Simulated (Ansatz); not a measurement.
Tl2S:
```
Tl2S
1.0
    5.28090     0.00000     0.00000
   -2.64045     4.57339     0.00000
    0.00000     0.00000     6.75230
S Tl
2 4
Cartesian
  0.00000   3.04893   1.68807
  2.64045   1.52446   5.06422
  0.00000   0.00000   0.00000
  0.00000   0.00000   3.37615
  2.64045   1.52446   1.68807
  0.00000   3.04893   5.06422
```

Relaxed with r²SCAN+D4. Independent-particle spectrum: no excitons, no local fields, no scissors shift; 0.1 eV broadening; ε₁ of the summed bands alone.

Task: Tabulate the dielectric function from the program Ansatz at the r²SCAN+D4 level (PAW).

Result: 

```tsv
E (eV)	ε₁ xx	ε₂ xx	ε₁ zz	ε₂ zz
0.0	20.94	0.00	14.32	0.00
0.5	24.09	1.36	15.49	0.43
1.0	27.23	4.98	16.31	2.12
1.5	21.85	30.04	19.74	4.50
2.0	3.70	12.76	18.04	16.55
2.5	10.43	11.13	10.53	12.49
3.0	6.31	19.23	8.14	16.68
3.5	-0.80	15.17	0.85	13.79
4.0	-2.13	12.80	1.49	12.02
4.5	-3.09	9.60	-2.08	10.25
5.0	-3.38	7.26	-1.17	8.34
5.5	-3.92	5.25	-0.84	6.97
6.0	-1.78	3.88	-4.19	5.21
6.5	-1.33	5.52	-2.67	3.77
7.0	-3.18	3.90	-2.41	3.75
7.5	-1.69	2.99	-2.37	2.56
8.0	-2.10	3.00	-1.89	1.95
8.5	-2.00	2.04	-1.19	1.49
9.0	-1.72	1.25	-0.75	1.52
9.5	-0.94	1.26	-0.74	1.29
10.0	-0.84	0.90	-0.29	1.05
10.5	-0.31	0.82	0.26	1.26
11.0	-0.29	0.96	-0.04	1.35
11.5	0.02	0.71	0.00	1.22
12.0	0.27	0.90	0.36	1.01
```

Task: From ε at 1.9 eV (xx: 1.97 + 15.44i), find n, k, the normal reflectivity and the absorption coefficient.

Result: n = 2.96, k = 2.607, R = 47 %, α = 2kE/ħc = 500000 cm⁻¹.

With all bands, ε∞ without local fields is 21.1 (xx = yy), 14.5 (zz).

Space group P6_3/mmc. The workflow started from an entry of the Crystallography Open Database (COD), which files this formula under 2 space groups. Its standing as an ambient phase is unchecked. Symmetry was held in the r²SCAN+D4 relaxation; whether a distortion lowers the energy is not shown. The volume moved by -39 % from the start of the relaxation. The volume fell by over 15 % from the filed cell, which may lack light atoms or belong to other conditions. Scalar-relativistic: spin–orbit coupling is off unless named, which matters more the heavier the elements.

Potentials: the later of the program's two PAW sets.
